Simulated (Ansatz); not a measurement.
The start is a generated trial cell of NiS in the AFLOW prototype AB_tI16_140_ab_h (B37, as in TlSe). The cell and all atomic positions are relaxed at zero pressure with PBE (plane waves to 420 eV, PAW, scalar-relativistic; Ansatz, a quantum-chemistry and plane-wave program). The first steps use a coarse 6×6×6 k-mesh.

The start:
```
CELL_PARAMETERS angstrom
     -3.13328     3.13328     2.73528
      3.13328    -3.13328     2.73528
      3.13328     3.13328    -2.73528
ATOMIC_POSITIONS crystal
  S  0.75000 0.75000 0.00000
  S  0.25000 0.25000 0.00000
  S  0.25000 0.75000 0.50000
  S  0.75000 0.25000 0.50000
  Ni 0.17900 0.67900 0.85800
  Ni 0.32100 0.17900 0.50000
  Ni 0.67900 0.82100 0.50000
  Ni 0.82100 0.32100 0.14200
```
Spin-polarised start, with parallel moments on Ni.

Q: What pressure does the first self-consistent step give?

A: +10 GPa (positive: the cell is compressed).

Q: Which atoms feel the largest initial force, and how large is it?

A: About 1.9 eV/Å, on Ni5, Ni6, Ni7, Ni8 (atoms numbered as listed).

Q: How much energy is released per atom?

A: 0.15 eV/atom.

Q: How does the volume per atom move from start to end?

A: -6.5 %, from 13.43 to 12.56 Å³/atom.

Q: How do the shortest distances between atoms change?

A: The closest pairs of elements (up to four, under 3.6 Å), start → end: Ni–S 2.09 → 2.46 Å; S–S 2.74 → 2.93 Å; Ni–Ni 3.01 → 2.93 Å.

Q: What magnetic moments remain?

A: Zero (the starting moments vanished).

Q: What does it relax into? Give the structure.

A: 
Space group I4/mcm (No. 140); a = b = 5.857 Å, c = 5.855 Å, α = β = γ = 90.00°

| atom | site | symmetry | x | y | z |
|---|---|---|---|---|---|
| S | 4a | 422 | 0.0000 | 0.0000 | 0.2500 |
| S | 4b | -42m | 0.0000 | 0.5000 | 0.2500 |
| Ni | 8h | m.2m | 0.2388 | 0.2612 | 0.0000 |
(The calculation used a cell of 8 atoms; values per cell refer to that cell.)

The space group stays I4/mcm (No. 140) (the run could not lower it), with 8 atoms in the primitive cell. Final values are on a 11×11×11 k-mesh of the relaxed cell. No spin polarisation in the result: the starting moments vanished. A magnetic state may lie lower.

The run could not lose the symmetry of its start, so the end can be a saddle point.

The relaxed structure here is a generated cell of NiS: the first start was made by placing the elements on the sites of a structure type, and the end was not matched to a known phase here, so it may be hypothetical. Known forms of NiS include space group No. 160.
